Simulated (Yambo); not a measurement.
G0W0@PBEsol for CdF$_{2}$ (fluorite, space group Fm-3m, No. 225) in Yambo. Reference settings: 4×4×4 Γ-centred k mesh, bands 9 to 164 and a 8 Ry block in the screening, 164 bands in G with the Bruneval-Gonze terminator, plasmon pole fitted at 27.2 eV. The PBEsol gap W → Γ on this mesh is 2.93 eV; G0W0 gaps are taken between the same points.

The settings were changed. The gap went from 5.61 eV to 5.46 eV, and the shift of the valence edge from -1.67 eV to -1.42 eV.

Problem. Which change was made?
A. 70 bands in G
B. no terminator
C. 3 Ry block
D. 86 bands in W

Solution. B, no terminator. The others gave (gap, valence shift): 86 bands in W: 5.87, -1.61 eV; 3 Ry block: 5.92, -2.07 eV; 70 bands in G: 5.67, -1.70 eV.

Spin-orbit coupling is included.

Geometry of the Materials Project entry, not relaxed at this level; primitive cell a = b = c = 3.819 Å, α = β = γ = 60.00°.

A shift is the quasiparticle energy of the state minus its PBEsol energy.
